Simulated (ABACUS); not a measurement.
A self-consistent single point of Ag (Fm-3m, 1 atom in the cell; from Materials Project mp-124, lattice scaled a little) with ABACUS.

All values come from this method and carry its errors: PBE, PseudoDojo 0.5 standard norm-conserving PBE (tails mended) pseudopotentials (plane waves; ABACUS).

```
CELL_PARAMETERS angstrom
      0.00000     2.07886     2.07886
      2.07886     0.00000     2.07886
      2.07886     2.07886     0.00000
ATOMIC_POSITIONS crystal
  Ag 0.00000 0.00000 0.00000
```

Reference input (self-consistent single point, DFT, PBE, plane waves, PseudoDojo 0.5 standard norm-conserving PBE (tails mended) pseudopotentials): KPT = MP 11 11 11 0 0 0; basis_type = pw; dft_functional = PBE; ecutwfc = 82 Ry; smearing_method = fd; smearing_sigma = 0.00734986 Ry; potentials = PseudoDojo 0.5 standard norm-conserving PBE (tails mended); symmetry = 1; ks_solver = cg; scf_nmax = 100; scf_thr = 1.0e-09 Ry; mixing_type = broyden. This run's input differs from it in these lines:

```diff
@@ -41,3 +41,3 @@
 MP
-11 11 11 0 0 0
+5 5 5 0 0 0
```

Output, abridged:

```
 SELF-CONSISTENT
 -------------------------------------------
                                 init_chg = atomic

 PW ALGORITHM --------------- ION=   1  ELEC=   1--------------------------------
 Notice: Threshold on eigenvalues was too large.

 Density error is 0.0552174545098
                          Error Threshold = 0.000141289180116
 E_KohnSham     -310.0380549422      -4218.2841440505
 E_Fermi        1.1959900475         16.2722793979

 PW ALGORITHM --------------- ION=   1  ELEC=   2--------------------------------

 Density error is 0.00215494458028
                          Error Threshold = 0.00029061818163
   [... lines left out ...]

 Density error is 1.59120335139e-09
                          Error Threshold = 2.14501037534e-11
 E_KohnSham     -310.0470138785      -4218.4060366333
 E_Fermi        1.1756268754         15.9952242272

 PW ALGORITHM --------------- ION=   1  ELEC=  14--------------------------------

 Density error is 1.9288476993e-10
                          Error Threshold = 8.37475448101e-12
 E_KohnSham     -310.0470138784      -4218.4060366316
 E_KS(sigma->0) -310.0467741701      -4218.4027752332
 E_entropy(-TS) -0.0004794166        -0.0065227968
 E_Fermi        1.1756281510         15.9952415822
 charge density convergence is achieved
 final etot is -4218.4060366 eV
 EFERMI = 15.995241582 eV

 STATE ENERGY(eV) AND OCCUPATIONS    NSPIN == 1
   [... 17 lines left out ...]

 TOTAL-FORCE (eV/Angstrom)
                       Ag1         0.0000000000         0.0000000000         0.0000000000

 TOTAL-STRESS (KBAR)
       -17.0645111284         0.0000000000         0.0000000000
         0.0000000000       -17.0645111284        -0.0000000000
         0.0000000000        -0.0000000000       -17.0645111284
 TOTAL-PRESSURE: -17.064511 KBAR

 --------------------------------------------
 !FINAL_ETOT_IS -4218.4060366316280124 eV
 --------------------------------------------
```

The run converged in 14 iterations. Against the reference run the free energy drops by 113 meV/atom and the pressure goes from -0.92 to -1.71 GPa.

This run is one point of a test of settings, so its values need not be converged; read them against the reference run alone. The structure comes from a collection of computed structures, made at another level of theory; the collection holds predicted forms beside known ones. Its lattice was then scaled. No clean gap shows at this smearing width and mesh (spacing up to 0.52 Å⁻¹); the mesh is coarse for partly filled bands, so the values carry mesh errors.

Cost on one core: around 24 core-seconds (rough).

“Tails mended”: in these copies of the files the far tail of each local potential was reset to the Coulomb form.
